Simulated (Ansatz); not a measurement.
Surface calculation: diamond Ge (110), 3 layers

The slab is cut from the diamond crystal, the stable phase, as relaxed on PAW files (22.85 Å³/atom), with 16 Å of vacuum and a dipole correction:

```xyz
6
Lattice="4.0133 0.0000 0.0000 0.0000 5.6756 0.0000 0.0000 0.0000 20.0133" Properties=species:S:1:pos:R:3 pbc="T T T"
Ge    3.0099    0.7095    8.0000
Ge    1.0033    4.9662    8.0000
Ge    1.0033    3.5473   10.0067
Ge    3.0099    2.1284   10.0067
Ge    3.0099    0.7095   12.0133
Ge    1.0033    4.9662   12.0133
```

All numbers are PBEsol results (scalar-relativistic) from Ansatz 0.2.0, with a Γ-centred 7×5×1 k mesh, Fermi–Dirac smearing of 0.02 eV, no spin polarisation. Methods: LAPW: all electrons, basis error target 1 meV/atom; PAW: frozen-core files, cutoff 420 eV.

The bulk energy comes from a cell in the slab's orientation on a 7×5×7 mesh. The surface energy is (E(slab) − N·E(bulk))/2A at zero smearing, the mean of both faces; thin slabs carry quantum-size effects.

The PAW files were made under PBE. Real surfaces of this kind reconstruct, which a 1×1 cell forbids.

Q: As cut, the LAPW slab lies 3.416 eV above 6 atoms of bulk. What surface energy is that?

A: Over two faces of 22.78 Å² it is 75.0 meV/Å², and times 16.02 J/m² per eV/Å² that gives γ = 1.202 J/m².

Q: What do relaxation and the other method give, and what work function comes out?

A: 

| method | γ as cut (J/m²) | γ relaxed (J/m²) | Φ as cut (eV) | Φ relaxed (eV) |
| --- | --- | --- | --- | --- |
| LAPW | 1.202 | 1.191 | 4.62 | 4.63 |
| PAW | 1.201 | 1.190 | 4.62 | 4.64 |

Q: How do the spacings between the planes relax?

A: From the bottom face up: d12 -1.7 % of 2.007 Å, d23 -1.7 % of 2.007 Å.

Q: What changes if the images along the normal are cut off in place of the dipole correction?

A: LAPW then gives: no gap, work function 4.63 eV; PAW: no gap, work function 4.64 eV.

Q: A 2p core hole is made on one atom of each kind in every 1×1 cell (PAW hole dataset, neutral cell, valence without spin). What does it cost by layer?

A: layer 1 1221.38 eV, layer 2 1221.82 eV. Shifts between layers mean more than the absolute values, and a whole layer of holes screens otherwise than one hole.
